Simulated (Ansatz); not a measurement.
# How hard is it to compress?

A short materials screen. Bulk modulus and its pressure derivative give the pressure that a small compression needs; a soft, simple solid makes a sensitive pressure gauge, a stiff one a good anvil or seat.

The reference row is NaCl. Hydrostatic compression by 5 % of the volume (V₀/V = 1.0526), no change of phase.

Data:

Levels of theory (Ansatz, a plane-wave PAW program): B₀, B₀′: r²SCAN, Birch–Murnaghan fit of energy against volume; volume per atom: r²SCAN, relaxed cell.

Definitions used: linear estimate = B₀ × compression; P = (B₀/B₀′)[(V₀/V)^B₀′ − 1]; modulus under load = B₀ + B₀′P; relative pressure = P/P_ref.

```tsv
crystal	B₀ (GPa)	B₀′	V (Å³/atom)	linear estimate (GPa)	Murnaghan pressure (GPa)	modulus there (GPa)	pressure (relative)
Sc3TlB (anti-perovskite)	82.1	3.9	20.43	4.1	4.659	100	2.9
Y2CH2 (P-3m1, hP5)	98.2	4.1	13.97	4.9	5.602	121	3.5
Ni6BSi2 (P-62m, hP9)	230	4.5	10.00	12	13.26	290	8.3
NaCl (rock salt), reference	27.5	4.7	22.04	1.4	1.594	35.0	1.00
```

Runs started from generated or typed cells of the structure named: NaCl. Whether these are the forms stable at ambient conditions was not checked: Sc3TlB (anti-perovskite); Y2CH2 (P-3m1, hP5); Ni6BSi2 (P-62m, hP9). Run without spin polarisation: Ni6BSi2 (P-62m, hP9). Spin–orbit coupling is left out unless named.

Worked example:

For Sc3TlB (anti-perovskite), step by step:

- linear estimate: 82.1 × 5/100 = 4.1 GPa
- P = (82.1/3.9) × (1.0526^3.9 − 1) = 4.659 GPa
- modulus there: 82.1 + 3.9 × 4.659 = 100 GPa
- relative pressure: 4.659/1.594 = 2.9

Result:

By relative pressure (highest first): Ni6BSi2 (P-62m, hP9) (8.3 ± 0.43), Y2CH2 (P-3m1, hP5) (3.5 ± 0.18), Sc3TlB (anti-perovskite) (2.9 ± 0.15), NaCl (1.00 ± 0.051). The ± follows from allowances picked for this note (B₀ 5 %, B₀′ 0.4), carried to first order and added in quadrature, each row's own inputs moving alone; ≈ joins neighbours closer than their two ± added in quadrature.

Caveats:

B₀′ is the least certain number of such a fit, often by half a unit. Where several phases of a formula are at hand, those over 0.1 eV/atom above the lowest were not drawn (by r²SCAN where it compared them, else by the largest value; a layered or molecular lowest phase counts only with a dispersion term); other phases could lie lower still. Values belong to the structures named, which need not be the stable ones; other polymorphs differ. Rows were sampled with a lean to familiar crystals, related or not, whatever their agreement with measurement; tables with many equal figures were not kept. Limits of the draw: no layered crystals, B₀′ of 2 to 8; no unfamiliar magnets, and cubic perovskites only if shown or known to be stable. As a rule kept out of such tables: 4f compounds, open-shell compounds run without a Hubbard term, cells found unstable in the tests at hand, cells close to a higher symmetry, and runs set to a pressure or over 12 % in volume from the crystal's fullest run.
